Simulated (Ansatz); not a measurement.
**Question.** Each is relaxed and computed with plane-wave PAW PBEsol (Ansatz code). Which is the only metal?
A. AlZnInO4, R3m (Pearson symbol hR7)
B. AlP, P6_422 (Al on 3c, P on 3d)
C. AlCrSi, P4/nmm (Cr on 2a, Al on 2c, Si on 2c)
D. MgAlNO, P3m1 (Al on 1b, Mg on 1c, O on 1b, N on 1c)

**Answer.** C, AlCrSi, P4/nmm (Cr on 2a, Al on 2c, Si on 2c). AlCrSi: metal; AlP: gap 0.84 eV (indirect); AlZnInO4: gap 1.80 eV; MgAlNO: gap 3.30 eV (direct). Spin orders computed, not proven ground states: AlCrSi, P4/nmm (Cr on 2a, Al on 2c, Si on 2c) antiferromagnetic. Constructed cells (a structure type filled with these elements, in neither database checked): AlZnInO4, R3m (Pearson symbol hR7). Typed or built starts, not in the databases checked: AlCrSi, P4/nmm (Cr on 2a, Al on 2c, Si on 2c); AlP, P6_422 (Al on 3c, P on 3d); MgAlNO, P3m1 (Al on 1b, Mg on 1c, O on 1b, N on 1c). Not the usual ambient phase: AlP, P6_422 (Al on 3c, P on 3d). All cells were relaxed under the symmetry of their starts (and spin orders); stability against distortions was not tested throughout. Cells of antiferromagnets are given as chemical subcells. Scalar-relativistic: spin–orbit coupling is off unless named, which matters more the heavier the elements.

Potentials: the earlier of the program's two PAW sets. The files were generated under PBE; for other functionals the program regenerates the frozen cores, and for LDA and PBEsol the local potential too.
